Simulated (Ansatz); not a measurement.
Input:

MgS:
Space group F-43m (No. 216); a = b = c = 5.594 Å, α = β = γ = 90.00°

```
atom  site  symmetry       x       y       z
----  ----  --------  ------  ------  ------
S       4c      -43m  0.2500  0.2500  0.2500
Mg      4a      -43m  0.0000  0.0000  0.0000
```
(The calculation used a cell of 2 atoms; values per cell refer to that cell.)

This is the LDA-relaxed structure.

**Question.** All from DFT-LDA in the program Ansatz with PAW potentials, unless another level is named. Give the hole effective mass, band 1 of 3 at the edge.

**Answer.** 1.4 along [100], 20 along [110], 3.7 along [111] (mₑ).

**Question.** What about the electron effective mass?

**Answer.** 0.25 mₑ (isotropic).

**Question.** Give the weight of the valence-edge state by species (Voronoi cells).

**Answer.** S 87 %, Mg 13 %.

A made-up cell: these elements were put on the sites of a structure type; the Crystallography Open Database copy checked does not list it. COD files the formula under space group No. 225, so this cell is another polymorph or a model. Whether it is the stable phase at ambient conditions was not checked. The cell was relaxed with LDA under the symmetry of its start; phonons on a q-mesh show no instability.

Potentials: the later of the program's two PAW sets.

Edges and masses are those of Kohn–Sham bands, whose gap is no quasiparticle gap.
